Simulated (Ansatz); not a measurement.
LaInO₃ in space group Pnma (No. 62; La on 4c, In on 4b, O on 4c, O on 8d), PBE in the plane-wave PAW code Ansatz, all energies at zero smearing, with the estimated change up to a 700 eV cutoff added, with one set of potentials and settings (totals compare only within such a set). Cell of 20 atoms (4 La, 4 In, 12 O): -54221.116 eV.

```csv
element,reference phase,E (eV/atom)
La,"P6_3/mmc, 4 atoms in the cell",-6250.0953
In,"I4/mmm, 1 atoms in the cell",-5597.8481
O,"C2/m, 4 atoms in the cell, spin-polarised",-565.0000
```

Formation energy per atom, worked out: (-54221.116 − 4×(-6250.0953) − 4×(-5597.8481) − 12×(-565.0000))/20 = -2.467 eV/atom (-238 kJ per mol of atoms), at 0 K, without zero-point energy or fitted corrections.

The workflow started from a Materials Project entry (that database holds measured and hypothetical structures alike); the Crystallography Open Database files this formula in space group No. 62, but the cells were not matched. Whether it is the stable phase at ambient conditions was not checked. Symmetry was held in the PBE relaxation; its stability against distortions is not shown here. The references are the lowest solids computed at this level, not always the standard phases (solids in place of the gases). Scalar-relativistic: spin–orbit coupling is off unless named, which matters more the heavier the elements.

Potentials: the later of the program's two PAW sets.
